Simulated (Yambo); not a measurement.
G0W0@PBEsol for SrCuTeF (space group P4/nmm, No. 129) in Yambo. Reference settings: 2×2×1 Γ-centred k mesh, bands 9 to 264 and a 7 Ry block in the screening, 264 bands in G with the Bruneval-Gonze terminator, plasmon pole fitted at 27.2 eV. The PBEsol gap Γ → Γ on this mesh is 1.43 eV; G0W0 gaps are taken between the same points.

Gap (Γ → Γ) in eV against the number of bands and the screening block, terminator on:

```json
[
 {"bands (W and G)": "83", "2 Ry": "3.046", "3 Ry": "2.882", "4 Ry": "2.755", "6 Ry": "2.695", "7 Ry": "2.667"},
 {"bands (W and G)": "114", "2 Ry": "2.825", "3 Ry": "2.651", "4 Ry": "2.529", "6 Ry": "2.479", "7 Ry": "2.456"},
 {"bands (W and G)": "158", "2 Ry": "2.715", "3 Ry": "2.533", "4 Ry": "2.411", "6 Ry": "2.362", "7 Ry": "2.338"},
 {"bands (W and G)": "211", "2 Ry": "2.671", "3 Ry": "2.474", "4 Ry": "2.345", "6 Ry": "2.297", "7 Ry": "2.273"},
 {"bands (W and G)": "264", "2 Ry": "2.647", "3 Ry": "2.447", "4 Ry": "2.315", "6 Ry": "2.270", "7 Ry": "2.250"}
]
```

Rough cost of the Yambo step against the reference (shared machines):

```csv
bands (W and G),2 Ry,3 Ry,4 Ry,6 Ry,7 Ry
83,1/5,1/5,1/5,1/4,1/4
114,1/3,1/3,1/3,1/3,1/2
158,1/2,1/2,1/2,~1,~1
211,~1,~1,~1,~1,~1
264,~1,~1,~1,~1,1
```

At the largest block the last step in bands moves the gap by -0.023 eV; at the most bands the last step in the block moves it by -0.020 eV.

Without spin-orbit coupling, band edges of such heavy elements can be off by tenths of an eV. The filled Cu 3d shell has no Hubbard U; semilocal functionals place it too high.

The standard potential for Te keeps a d shell in the valence without the s and p states of that shell. In tests on such compounds this moved G0W0 gaps by up to about 0.9 eV, so absolute quasiparticle energies here are unreliable; differences between settings are what counts.

Geometry of the Materials Project entry, not relaxed at this level; primitive cell a = b = 4.276 Å, c = 9.222 Å, α = β = γ = 90.00°.

The structure is a Materials Project entry; no match was found in the copy of COD used, and its stability was not checked.
